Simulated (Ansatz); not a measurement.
Ansatz (an electronic-structure program) input:

Ansatz 0.2 input:
```yaml
crystal:
  lattice:
    - [5.6866849662, 0.0, 0.0]
    - [-2.8433424831, 4.9248136441, 0.0]
    - [0.0, 0.0, 5.2195162572]
  atoms:
    - { symbol: Cs, position: [0.3333333333, 0.6666666667, 0.275141191] }
    - { symbol: Cs, position: [0.6666666667, 0.3333333333, 0.724858809] }
    - { symbol: Pt, position: [0.0, 0.0, 0.0] }
    - { symbol: C, position: [0.0, 0.0, 0.3788029131] }
    - { symbol: C, position: [0.0, 0.0, 0.6211970869] }
kpoints:
  mp_grid: { grid: [5, 5, 5] }
  band_path:
    path:
      - [[0.0, 0.0, 0.0], [0.5, 0.0, 0.0], [0.3333333333, 0.3333333333, 0.0], [0.0, 0.0, 0.0], [0.0, 0.0, 0.5], [0.5, 0.0, 0.5], [0.3333333333, 0.3333333333, 0.5], [0.0, 0.0, 0.5]]  # Γ-M-K-Γ-A-L-H-A
      - [[0.5, 0.0, 0.5], [0.5, 0.0, 0.0]]  # L-M
      - [[0.3333333333, 0.3333333333, 0.5], [0.3333333333, 0.3333333333, 0.0]]  # H-K
      - [VBM, CBM]
    npoints: 8
hamiltonian:
  xc: r2scan
  pseudopotentials: { kind: paw }
magnetization: { noncollinear: true, spin_orbit: true }
scf:
  n_extra_bands: 12
  convergence: { dr2_threshold: 0.0000000001 }
  occupations: { method: gaussian, width: 0.01 }
checkpoint: { write: soc.run }
output: { eigenvalues: true }
```

Output (shortened):

```
Pseudopotential: Cs, paw_fr, valence charge 9
Pseudopotential: Pt, paw_fr, valence charge 18
Pseudopotential: C, paw_fr, valence charge 4
Functional definition: r2SCAN
non-collinear run that drives no moment, with spin-orbit …
Crystal: 5 atoms, lattice volume = 146.177 Å³
Basis set: ecut = 500 eV, 3709 PW (Γ), exchange–correlation on 180×180×160 points (64 copies of the dense FFT grid, shifted against one another)
Bands: 56, of which v1, the nominal top of the filled ones, is band 44 counted from 1 (43 counted from 0)
Symmetry: 12 space group operations + 12 with time reversal
k-points: 19 of 125
Projection manifold: j_resolved (fully-relativistic pseudo-atomic orbitals)
SCF iter   1: F=—  HF=-24367.368367 eV  |F-HF|=—  |Δ(HF+E_count)|=         —  Δρ=1.24e-1  dr2=4.08e1  dr2_τ=6.37e-1  dr2_m=0.00e0 (ungated)  ethr=3.10e-3  |M|=0.00e0 ∫|m|=0.00e0 μB  |m|>n=0.0e0 m-floor=0.0e0 τ_xc=0.0e0  β_m=0.30  ⟨swp⟩=10.2  Hψ=3147  notcnv=0  defer=12
preconditioner: auto → Resta (q_TF=auto, 2.234 Å⁻¹)
spin=Noncollinear: Resta preconditioning applied to the charge; magnetization (m_x, m_y, m_z) channels mix plain (no charge-response kernel on spin).
SCF iter   2: F=—  HF=-24362.125967 eV  |F-HF|=—  |Δ(HF+E_count)|=    5.24e0  Δρ=3.08e-2  dr2=8.90e-1  dr2_τ=4.66e-1  dr2_m=0.00e0 (ungated)  ethr=3.10e-3  |M|=0.00e0 ∫|m|=0.00e0 μB  |m|>n=0.0e0 m-floor=0.0e0 τ_xc=0.0e0  β_m=0.30  ⟨swp⟩=3.4  Hψ=1319  notcnv=0  defer=134
SCF iter   3: F=—  HF=-24362.180558 eV  |F-HF|=—  |Δ(HF+E_count)|=   5.46e-2  Δρ=2.22e-2  dr2=4.44e-1  dr2_τ=2.48e-3  dr2_m=0.00e0 (ungated)  ethr=2.02e-3  |M|=0.00e0 ∫|m|=0.00e0 μB  |m|>n=0.0e0 m-floor=0.0e0 τ_xc=0.0e0  β_m=0.65  ⟨swp⟩=2.0  Hψ=674  notcnv=0  defer=134
SCF iter   4: F=—  HF=-24362.198866 eV  |F-HF|=—  |Δ(HF+E_count)|=   1.83e-2  Δρ=3.02e-3  dr2=1.78e-2  dr2_τ=2.26e-4  dr2_m=0.00e0 (ungated)  ethr=1.01e-3  |M|=0.00e0 ∫|m|=0.00e0 μB  |m|>n=0.0e0 m-floor=0.0e0 τ_xc=0.0e0  β_m=0.82  ⟨swp⟩=2.0  Hψ=860  notcnv=0  defer=134
SCF iter   5: F=—  HF=-24362.201861 eV  |F-HF|=—  |Δ(HF+E_count)|=   3.00e-3  Δρ=8.47e-4  dr2=1.70e-3  dr2_τ=3.38e-5  dr2_m=0.00e0 (ungated)  ethr=4.05e-5  |M|=0.00e0 ∫|m|=0.00e0 μB  |m|>n=0.0e0 m-floor=0.0e0 τ_xc=0.0e0  β_m=0.91  ⟨swp⟩=3.0  Hψ=853  notcnv=0  defer=134
SCF iter   6: F=—  HF=-24362.202467 eV  |F-HF|=—  |Δ(HF+E_count)|=   6.06e-4  Δρ=3.29e-4  dr2=2.32e-4  dr2_τ=5.52e-6  dr2_m=0.00e0 (ungated)  ethr=3.86e-6  |M|=0.00e0 ∫|m|=0.00e0 μB  |m|>n=0.0e0 m-floor=0.0e0 τ_xc=0.0e0  β_m=0.96  ⟨swp⟩=2.6  Hψ=861  notcnv=0  defer=134
SCF iter   7: F=—  HF=-24362.202586 eV  |F-HF|=—  |Δ(HF+E_count)|=   1.19e-4  Δρ=9.54e-5  dr2=2.64e-5  dr2_τ=5.21e-7  dr2_m=0.00e0 (ungated)  ethr=5.28e-7  |M|=0.00e0 ∫|m|=0.00e0 μB  |m|>n=0.0e0 m-floor=0.0e0 τ_xc=0.0e0  β_m=0.98  ⟨swp⟩=2.0  Hψ=816  notcnv=0  defer=134
SCF iter   8: F=—  HF=-24362.202595 eV  |F-HF|=—  |Δ(HF+E_count)|=   8.92e-6  Δρ=2.45e-5  dr2=1.42e-6  dr2_τ=2.13e-8  dr2_m=0.00e0 (ungated)  ethr=6.01e-8  |M|=0.00e0 ∫|m|=0.00e0 μB  |m|>n=0.0e0 m-floor=0.0e0 τ_xc=0.0e0  β_m=0.99  ⟨swp⟩=2.4  Hψ=686  notcnv=0  defer=134
SCF iter  11: F=-24362.202612 eV  HF=-24362.202612 eV  |F-HF|=9.09e-11  |Δ(HF+E_count)|=  1.35e-10  Δρ=2.18e-7  dr2=6.50e-11  dr2_τ=1.17e-12  dr2_m=0.00e0 (ungated)  ethr=1.00e-12  |M|=0.00e0 ∫|m|=0.00e0 μB  |m|>n=0.0e0 m-floor=0.0e0 τ_xc=0.0e0  ⟨swp⟩=12.0  Hψ=2781  notcnv=0
SCF 1 converged in 11 iterations: F = -24362.202612 eV  dr2 = 6.50e-11
NSCF: frozen V_eff on 34 k-points
NSCF: frozen V_eff on 34 k-points
NSCF: frozen V_eff on 34 k-points
NSCF: frozen V_eff on 20 k-points
NSCF: frozen V_eff on 11 k-points
NSCF: frozen V_eff on 11 k-points
NSCF: frozen V_eff on 11 k-points
NSCF: frozen V_eff on 11 k-points
NSCF: frozen V_eff on 11 k-points
NSCF: frozen V_eff on 84 k-points
SCF converged after 11 iterations
Magnetization: |M| = 0.0000 μB,  M = (+0.0000, +0.0000, +0.0000) μB
Absolute magnetization: 0.0000 μB (∫|m|)
  site 0: m = (+0.0000, +0.0000, +0.0000) μB, |m| = 0.0000 μB  (R = 1.37 Å)
  site 1: m = (+0.0000, +0.0000, +0.0000) μB, |m| = 0.0000 μB  (R = 1.37 Å)
  site 2: m = (+0.0000, +0.0000, +0.0000) μB, |m| = 0.0000 μB  (R = 0.82 Å)
  site 3: m = (+0.0000, +0.0000, +0.0000) μB, |m| = 0.0000 μB  (R = 0.52 Å)
  site 4: m = (+0.0000, +0.0000, +0.0000) μB, |m| = 0.0000 μB  (R = 0.52 Å)
Free energy (F): -24362.202612 eV
Harris-Foulkes:  -24362.202612 eV  (|F-HF|=9.09e-11)
Internal energy: -24362.202612 eV  (E = F + TS)
E sigma→0 (E₀):  -24362.202612 eV
Fermi energy:    7.482327 eV
--- Per-component energies (eV) ---
  E_band       = -511.722264
  E_kinetic    = 1100.204827
  E_local      = -4168.717707  (includes V_loc(G=0)·N_el)
  E_nonlocal   = 302.253819
  E_hartree    = 1651.477173
  E_xc         = -670.146223
  E_vxc        = -745.307610  (∫ρ·V_xc dr)
  E_paw        = -19808.629609  (= ΣΔE_a)
  E_vpaw       = -346.164571  (= ΣTr[D̂ρ^β])
  E_aug_tail   = 0.000146  (compensation charges beyond the density's cutoff)
  E_vtau       = 43.054329  (kinetic-family band-sum trace: ∫τ·v_τ [+ j·A + Jᵃ·Aᵃ] dr)
  E_ewald      = -2768.445078
  E_core_change = -0.199960  (= ΣΔE_core)
  E_smearing   =  0.000000  (= −TS)
  E_closure    =  0.000000  (closes the sum)
  Σ components = -24362.202612   (vs F -24362.202612, Δ=0.00e0)
  [band-id]    e_kinetic+e_local+e_nonlocal+2·e_hartree+e_vxc+e_vpaw+e_augmentation_tail+e_vtau = -511.722420   (vs E_band -511.722264, Δ=-1.56e-4)
--- Band table (eV; the first three rows and the last of 19) ---
  k-point 0: bands = ["-92.2847", "-92.2847", "-56.9064", "-56.9064", "-42.3309", "-42.3309", "-41.9417", "-41.9417", "-16.2171", "-16.2171", "-16.0136", "-16.0136", "-7.7449", "-7.7449", "-3.9932", "-3.9932", "-3.5316", "-3.5316", "-2.5295", "-2.5295", …
  k-point 1: bands = ["-92.2847", "-92.2847", "-56.9064", "-56.9064", "-42.3309", "-42.3309", "-41.9417", "-41.9417", "-16.2000", "-16.2000", "-16.0284", "-16.0284", "-7.6747", "-7.6747", "-3.9625", "-3.9625", "-3.5858", "-3.5858", "-2.5024", "-2.5024", …
  k-point 2: bands = ["-92.2847", "-92.2847", "-56.9064", "-56.9064", "-42.3310", "-42.3310", "-41.9417", "-41.9417", "-16.1622", "-16.1622", "-16.0624", "-16.0624", "-7.5518", "-7.5518", "-3.8728", "-3.8728", "-3.7152", "-3.7152", "-2.4091", "-2.4091", …
  k-point 18: bands = ["-92.2847", "-92.2847", "-56.9064", "-56.9064", "-42.3310", "-42.3310", "-41.9417", "-41.9417", "-16.1171", "-16.1171", "-16.0965", "-16.0965", "-7.6086", "-7.6086", "-3.9250", "-3.9250", "-3.8234", "-3.8234", "-2.6665", "-2.6665", …
```

Cost: around 7 core-minutes (rough) on shared cores.

Space group P-3m1. The workflow started from a Materials Project entry (that database holds measured and hypothetical structures alike); the Crystallography Open Database files this formula in space group No. 164, but the cells were not matched. Whether it is the stable phase at ambient conditions was not checked. Symmetry was held in the r²SCAN relaxation; its stability against distortions is not shown here. The run is not spin-polarised.

Potentials: the later of the program's two PAW sets.

Ansatz is a plane-wave DFT program.
